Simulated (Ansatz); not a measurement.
This cell of BaTiO$_{3}$ (tetragonal-perovskite type, space group P4mm) is off equilibrium:

```
BaTiO3
1.0
    4.11411     0.00000     0.00000
    0.00000     4.11411     0.00000
    0.00000     0.00000     4.33695
Ti Ba O
1 1 3
Direct
  0.50000   0.50000   0.46419
  0.00000   0.00000   0.95648
  0.50000   0.50000   0.87380
  0.50000   0.00000   0.40577
  0.00000   0.50000   0.40577
```

The numbers are results of PBE (plane waves to 420 eV, PAW, scalar-relativistic; Ansatz, a program for electronic structure), not measurements. k mesh 8×8×8 (Γ-centred), Fermi-Dirac smearing 0.05 eV. Energies are smeared free energies. Compression counts positive. BaTiO3 is run without spin polarisation. BaTiO3 was relaxed with its symmetry unable to fall.

**Question.** Give the stress tensor in GPa and the pressure.

**Answer.** 
```
  -11.0      0.0      0.0
    0.0    -11.0      0.0
    0.0      0.0     -5.6
```
The pressure, a third of the trace, is -9.2 GPa.

**Question.** It is the relaxed cell scaled evenly to V/V₀ = 1.100, atoms relaxed where free. What is its energy relative to the relaxed cell?

**Answer.** 42.6 meV/atom.

(A scan under strain: stresses follow from slopes of the energy per volume, elastic moduli from its curvatures.)
